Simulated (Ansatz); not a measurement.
Consider the following.

InGaP₂:
Space group R3m, hexagonal axes (No. 160); a = b = 3.964 Å, c = 19.512 Å, α = β = 90.00°, γ = 120.00°

```csv
atom,site,symmetry,x,y,z
In,3a,3m,0.0000,0.0000,0.4992
Ga,3a,3m,0.0000,0.0000,0.0000
P,3a,3m,0.0000,0.0000,0.8807
P,3a,3m,0.0000,0.0000,0.3701
```
(The calculation used a cell of 4 atoms; values per cell refer to that cell.)

This is the LDA-relaxed structure.

**Question.** All from the program Ansatz at the LDA level (PAW), unless another level is named. Predict the formation energy from the elements (no fitted shifts).

**Answer.** -0.28 eV/atom.

**Question.** What about the electron effective mass?

**Answer.** 0.073, 0.073, 0.12 mₑ (principal values).

**Question.** Next, the weight of the valence-edge state by species (Voronoi cells)?

**Answer.** P 80 %, In 14 %, Ga 6 %.

The first step of the workflow began from a Materials Project structure, measured or hypothetical; the Crystallography Open Database copy checked does not list it. With In and Ga taken as one species the cell has the higher symmetry F-43m, so it may be an ordered model of a mixed-site phase. Whether it is the stable phase at ambient conditions was not checked. The LDA relaxation kept the symmetry of its start; of distortions, only those at the zone centre were tested. The references are the lowest solids computed at this level, not always the standard phases. Scalar-relativistic: spin–orbit coupling is off unless named, which matters more the heavier the elements.

Potentials: the later of the program's two PAW sets.
